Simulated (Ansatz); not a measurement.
One crystal and one scan (energy against volume) at two levels, r2SCAN (plane waves to 500 eV, PAW, scalar-relativistic; Ansatz, a program for electronic structure) and PBE (plane waves to 420 eV, PAW, scalar-relativistic; Ansatz), each from its own relaxed cell and on its own mesh. The cell shown is that of r2SCAN.

TaSiAs (space group P4/nmm)

```xyz
6
Lattice="3.5017 0.0000 0.0000 0.0000 3.5017 0.0000 0.0000 0.0000 7.8716" Properties=species:S:1:pos:R:3 pbc="T T T"
Ta     1.7508     0.0000     2.0036
Ta     0.0000     1.7508     5.8679
Si     0.0000     0.0000     0.0000
Si     1.7508     1.7508     0.0000
As     1.7508     0.0000     4.8237
As     0.0000     1.7508     3.0478
```

Equation-of-state scan: isotropic scaling of the cell above, V₀ being its volume. The atoms relax within the cell's symmetry.

The energy includes the smearing's −TS. Spin-orbit coupling is left out, though Ta is heavy. TaSiAs is run without spin polarisation. TaSiAs was relaxed with its symmetry unable to fall. With the shape held, the modulus is that of even scaling; a crystal free to change shape is softer. Percentages come from the unrounded values. Both scans cover V/V₀ from 0.840 to 1.160.

Results of r2SCAN:

```
Quantity                                                                     Result
---------------------------------------------------------------------------  ------
Lattice constant a (Å)                                                        3.502
Lattice constant c (Å)                                                        7.872
Relaxed volume (Å³/atom)                                                      16.09
Pressure at the smallest volume (GPa)                                          43.2
Energy cost of the largest compression (meV/atom)                               297
Energy cost of the largest expansion (meV/atom)                                 162
Bulk modulus at fixed cell shape B₀ (third-order Birch-Murnaghan fit) (GPa)   166.9
Pressure for 5 % compression (fit) (GPa)                                        9.6
```

Q: Estimate the PBE values.

A: 
```
quantity                                                                       PBE     r2SCAN − PBE
---------------------------------------------------------------------------  -----  ---------------
Lattice constant a (Å)                                                       3.514  -0.012 (-0.3 %)
Lattice constant c (Å)                                                       7.925  -0.053 (-0.7 %)
Relaxed volume (Å³/atom)                                                     16.31   -0.22 (-1.4 %)
Pressure at the smallest volume (GPa)                                         40.8    +2.4 (+5.8 %)
Energy cost of the largest compression (meV/atom)                              284       +13 (+4 %)
Energy cost of the largest expansion (meV/atom)                                155        +7 (+5 %)
Bulk modulus at fixed cell shape B₀ (third-order Birch-Murnaghan fit) (GPa)  157.0    +9.9 (+6.2 %)
Pressure for 5 % compression (fit) (GPa)                                       9.1      +0.5 (+6 %)
```

r2SCAN gives the higher value for: pressure at the smallest volume; energy cost of the largest compression; energy cost of the largest expansion; bulk modulus at fixed cell shape B₀; pressure for 5 % compression. r2SCAN gives the lower value for: lattice constant a; lattice constant c; relaxed volume.

(A scan under strain: stresses follow from slopes of the energy per volume, elastic moduli from its curvatures.)
